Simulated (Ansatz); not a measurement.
# Slab of hcp Hf (10-10), 6 layers

The slab is cut from the hcp crystal, the stable phase, as relaxed on PAW files (21.60 Å³/atom), with 16 Å of vacuum and a dipole correction:

```xyz
6
Lattice="3.1589 0.0000 0.0000 0.0000 4.9987 0.0000 0.0000 0.0000 22.3832" Properties=species:S:1:pos:R:3 pbc="T T T"
Hf    2.3691    3.7490    8.0000
Hf    0.7897    1.2497    8.9119
Hf    0.7897    3.7490   10.7357
Hf    2.3691    1.2497   11.6475
Hf    2.3691    3.7490   13.4713
Hf    0.7897    1.2497   14.3832
```

All numbers are PBEsol results (scalar-relativistic) from Ansatz 0.2.0, with a Γ-centred 10×7×1 k mesh, Fermi–Dirac smearing of 0.05 eV, no spin polarisation. Methods: LAPW: all electrons, basis error target 1 meV/atom; PAW: frozen-core files, cutoff 420 eV.

The bulk energy comes from a cell in the slab's orientation on a 10×7×6 mesh. The surface energy is (E(slab) − N·E(bulk))/2A at zero smearing, the mean of both faces; thin slabs carry quantum-size effects.

Spin–orbit coupling is left out, which matters for the heavy atoms. The PAW files were made under PBE. The cell is 1×1, so reconstructions are forbidden.

As cut, the LAPW slab lies 4.057 eV above 6 atoms of bulk. What surface energy is that?

Over two faces of 15.79 Å² it is 128.5 meV/Å², and times 16.02 J/m² per eV/Å² that gives γ = 2.058 J/m².

| method | γ as cut (J/m²) | γ relaxed (J/m²) | Φ as cut (eV) | Φ relaxed (eV) |
| --- | --- | --- | --- | --- |
| LAPW | 2.058 | 2.015 | 3.85 | 3.95 |
| PAW | 2.059 | 2.015 | 3.85 | 3.95 |

How do the spacings between the planes relax?

From the bottom face up: d12 -4.2 % of 0.912 Å, d23 -5.7 % of 1.824 Å, d34 +7.0 % of 0.912 Å, d45 -5.7 % of 1.824 Å, d56 -4.2 % of 0.912 Å.

A field of 0.1 V/Å is applied along the normal, atoms held. What follows?

LAPW finds an induced dipole of 0.0905 e·Å a cell (PAW 0.0904), that is 10.37 Å for 4πα over the area, against 6.16 Å between the outer atoms.

A 4f core hole is made on one atom of each kind in every 1×1 cell (PAW hole dataset, neutral cell, valence without spin). What does it cost by layer?

layer 1 15.57 eV, layer 2 15.21 eV, layer 3 15.20 eV. Shifts between layers mean more than the absolute values, and a whole layer of holes screens otherwise than one hole.

In the relaxed 1×1 cell, replace the outer, then the middle Hf by Ta, which changes a whole layer. What shift does this Z+1 picture give?

E(outer) − E(middle) = +0.43 eV by LAPW and +0.44 eV by PAW; a positive value puts the surface line at higher binding energy.
